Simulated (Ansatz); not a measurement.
TiO$_{2}$: all-electron results

```yaml
crystal:
  lattice:
    - [-1.89250, 1.89250, 4.75700]
    - [1.89250, -1.89250, 4.75700]
    - [1.89250, 1.89250, -4.75700]
  atoms:
    - { symbol: Ti, position: [0.00000, 0.00000, 0.00000] }
    - { symbol: Ti, position: [0.75000, 0.25000, 0.50000] }
    - { symbol: O, position: [0.20660, 0.20660, 0.00000] }
    - { symbol: O, position: [0.95660, 0.45660, 0.50000] }
    - { symbol: O, position: [0.54340, 0.04340, 0.50000] }
    - { symbol: O, position: [0.79340, 0.79340, 0.00000] }
```

Atoms are numbered in the order listed.

The cell comes from COD entry 9009086, which wasn't checked; take it as a given geometry.

Levels of theory: DFT, LDA, all-electron LAPW, scalar-relativistic (Ansatz 0.2.0); DFT, LDA, PAW with Ansatz's default frozen-core files, scalar-relativistic (Ansatz 0.2.0); DFT, LDA, all-electron PAW with datasets made for the crystal, scalar-relativistic (Ansatz 0.2.0).

For LAPW: a Γ-centred 13×13×13 k mesh, Fermi–Dirac smearing of 0.08 eV, basis error target 1 meV/atom, no spin polarisation. PAW takes a cutoff of 420 eV at this cell (files made with PBE, cores remade for this functional). The crystal-made all-electron datasets (AE datasets) take a cutoff of 460 eV at this cell. The Ansatz runs share mesh, smearing and spin set-up. Values come from LAPW unless marked.

```yaml
Pressure_at_this_cell: -5.75 GPa
Band_gap: 2.06 eV, indirect from the line Γ–X (0, 0, 0.5) to Γ
Stress_xx_yy_zz_compression_positive: -6.89, -6.89, -3.48 GPa
Largest_force: 0.00212 Ha/bohr on O6
Smallest_direct_gap_on_the_path: 2.37 eV
Löwdin_charges_with_0.15_e_of_the_cell_spilling_out_of_the_atomic_basis_so_their_sizes_and_signs_hang_on_that_basis: Ti1 1.34, O3 -0.63 e
Bader_charges_from_the_PAW_run: Ti1 +2.24, O3 -1.12 e
Field_gradients_Vzz_crystal-made_datasets: Ti1 -0.05 (η = 0.00), O3 1.48 (η = 0.24) in 10²¹ V/m²
Volume_per_atom: 11.36 Å³
```
